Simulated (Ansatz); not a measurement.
## Ti$_{2}$AlC: how the free axis answers a strain

Ti$_{2}$AlC, P6_3/mmc, a = 3.038 Å, c = 13.637 Å. The structure is a Materials Project entry; whether it is the stable form wasn't checked. Ansatz: PBEsol, PAW, 420 eV, Γ-centred 12×12×4 mesh on 8 atoms, Gaussian smearing 0.10 eV; no spin polarisation. Series: biaxial strain in the a-b plane, c and atoms relaxed; x is the strain in per cent. y is the change of c in per cent of 13.636 Å.

| x (%) | y (%) |
| --- | --- |
| -3.0 | ? |
| -1.5 | 0.67 |
| 0.0 | 0.00 |
| 1.5 | -0.67 |
| 3.0 | -1.32 |

Problem. Fit y = c1 x + c2 x² to the other rows, say what c1 measures, and predict the missing y.

Solution. Least squares on the rows shown. y = −0.4455 x + 0.001616 x². With no stress along c, c1 = −2C13/C33 = -0.446. At x = -3.0 the fit asked for gives 1.35 %. The run gave 1.41 %, so the fit is 0.06 % too low, 2.2 % of the span of the series, against an rms of 0.003 % on the fitted rows. The row lies outside the fitted range. With a term in x³ added, a fit to the same known rows (none to spare) predicts 1.32 %, further off still.